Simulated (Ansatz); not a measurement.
A comparison from first-principles data. A cold calorimeter or bolometer resolves small energies when its absorber holds little heat, and in an insulator that falls as (T/Θ)³.

The reference row is diamond. A cube of 1 mm edge at 2 K; all rows have a gap at this level.

Methods, by column (Ansatz, a plane-wave PAW program): Debye temperature: r²SCAN, elastic tensor, Hill average; volume per atom, density: r²SCAN, relaxed cell.

Runs started from generated or typed cells of the structure named: diamond; ZnO; SnO2. Of the phases: diamond is metastable against graphite at zero pressure. Spin–orbit coupling is left out unless named.

```csv
crystal,Debye temperature (K),V (Å³/atom),density (g/cm³)
"diamond, reference",2270,5.64,3.54
CaO (rock salt),677,13.78,3.38
α-quartz SiO2,572,12.62,2.64
ZnO (wurtzite),399,11.81,5.72
SnO2 (rutile),547,12.09,6.90
```

The figures follow from the printed values by these rules: C per volume = 1944 J/(K·mol)(T/Θ)³/(0.6022 V) = 3228 (T/Θ)³/V; thermodynamic noise = √(k_B T² C_total); relative noise = noise/noise_ref.

Q: Work out C, noise and relative noise for ZnO.

A: 
1. C = 3228 × (2/399)³/11.81 = 3.442e-5 J/K per cm³
2. noise: 2 × √(1.3806×10⁻²³ × 3.442e-5 × 0.00100)/1.602×10⁻¹⁹ = 8606 eV
3. relative noise: 8606/917.7 = 9.4

Q: Rank all rows by relative noise, lowest first.

A: The same steps for every row:

| crystal | C (J/K per cm³) | noise (eV) | noise (relative) |
|---|---|---|---|
| diamond, reference | 3.914e-7 | 917.7 | 1.00 |
| CaO (rock salt) | 6.040e-6 | 3605 | 3.9 |
| α-quartz SiO2 | 1.093e-5 | 4850 | 5.3 |
| ZnO (wurtzite) | 3.442e-5 | 8606 | 9.4 |
| SnO2 (rutile) | 1.305e-5 | 5300 | 5.8 |

Ranking by relative noise, lowest first: diamond (1.00 ± 0.060), CaO (3.9 ± 0.24), α-quartz SiO2 (5.3 ± 0.32), SnO2 (5.8 ± 0.35), ZnO (9.4 ± 0.56). The ± follows from allowances picked for this note (Debye temperature 4 %, volume per atom 1 %), carried to first order and added in quadrature, each row's own inputs moving alone; ≈ joins neighbours closer than their two ± added in quadrature. At the edge of that rule, so that a last digit could turn the call: α-quartz SiO2 and SnO2. On this figure 0 of 4 candidates do clearly better than the reference.

Θ comes from averaged elastic constants. Free carriers, two-level defects, nuclear spins and metal films add heat capacity that the Debye law lacks. Where several phases of a formula are at hand, those over 0.1 eV/atom above the lowest were not drawn (by r²SCAN where it compared them, else by the largest value; a layered or molecular lowest phase counts only with a dispersion term); other phases could lie lower still. Rows are perfect crystals in the structures named, stable or not; films, defects and interfaces will differ. Rows were sampled with a lean to familiar crystals, related or not, whatever their agreement with measurement; tables with many equal figures were not kept. Limits of the draw: gap over 1 eV but for Si, Ge and GaAs, no magnets; for moduli and speeds, an anisotropy index under 2.5, no layered crystals; no unfamiliar magnets, and cubic perovskites only if shown or known to be stable. As a rule kept out of such tables: 4f compounds, open-shell compounds run without a Hubbard term, cells found unstable in the tests at hand, cells close to a higher symmetry, and runs set to a pressure or over 12 % in volume from the crystal's fullest run.
